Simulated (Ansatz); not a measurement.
## Scan of one atom of the cell for SnSe2 (CdI2 type)

Starting cell, SnSe$_{2}$ (CdI2 type):

```
SnSe2
1.0
    7.68056     0.00000     0.00000
   -1.92014     3.32578     0.00000
    0.00000     0.00000     6.00569
Sn Se
2 4
Direct
  0.00000   0.00000   0.00000
  0.50000   0.00000   0.00000
  0.16667   0.66667   0.26533
  0.66667   0.66667   0.26533
  0.33333   0.33333   0.73467
  0.83333   0.33333   0.73467
```

Scan: atom 3 (Se, nearest neighbour Sn at 2.730 Å; its periodic images, 3.8 Å or more away, move with it) is displaced towards the nearest neighbour, direction (-0.703, 0.406, -0.584) in Cartesian axes, by s. The other atoms stay.

The numbers are results of PBE-D3(BJ) (plane waves to 420 eV, PAW, scalar-relativistic; Ansatz, a program for electronic structure), not measurements. k mesh 4×8×5 (Γ-centred), Fermi-Dirac smearing 0.05 eV. Energies are smeared free energies. Compression counts positive. As the smearing reaches across the gap at some points, energies and forces of such displacements shift with the k mesh and the smearing. F∥ is the force on the atom along that direction. F⊥ is the part of the force across the line. SnSe2 was relaxed with its symmetry unable to fall. ΔE is measured from the undisplaced structure.

```csv
s (Å),ΔE (meV/cell),|F⊥| (eV/Å),F∥ (eV/Å),P (GPa)
-0.550,483,0.807,1.320,-0.9
-0.440,342,0.704,1.227,-0.9
-0.330,214,0.573,1.094,-0.9
-0.220,106,0.402,0.859,-0.7
-0.110,29,0.207,0.504,-0.4
0.000,0,0.004,0.003,0.0
0.110,36,0.205,-0.706,0.6
0.220,166,0.417,-1.718,1.5
0.330,431,0.632,-3.175,2.7
0.440,889,0.849,-5.288,4.3
0.550,1629,1.067,-8.373,6.6
```

Summary:

```
Property                                                                                                                                               Value
--------------------------------------------------------  --------------------------------------------------------------------------------------------------
Energy at s = 0.550 Å                                                                                                                          1629 meV/cell
Force along the line at s = -0.550 Å                                                                                                               1.32 eV/Å
Symmetry of the curve                                                                                    not even: the positive side lies higher at ±0.550 Å
Shape of the curve                                                                            a single well with its minimum at or next to zero displacement
Force constant k = d²E/ds² at s = 0 (finite differences)                                                                                          5.39 eV/Å²
Harmonic estimate at the end of the scan                  ½ks² = 815 meV/cell against the computed 1629 meV/cell, so the well is stiffer than harmonic there
```

The 11 points together took about 12 core-minutes (a rough figure).

(For displaced atoms, the force is minus the slope of the energy, and its curvature is a force constant, which sets phonon frequencies.)
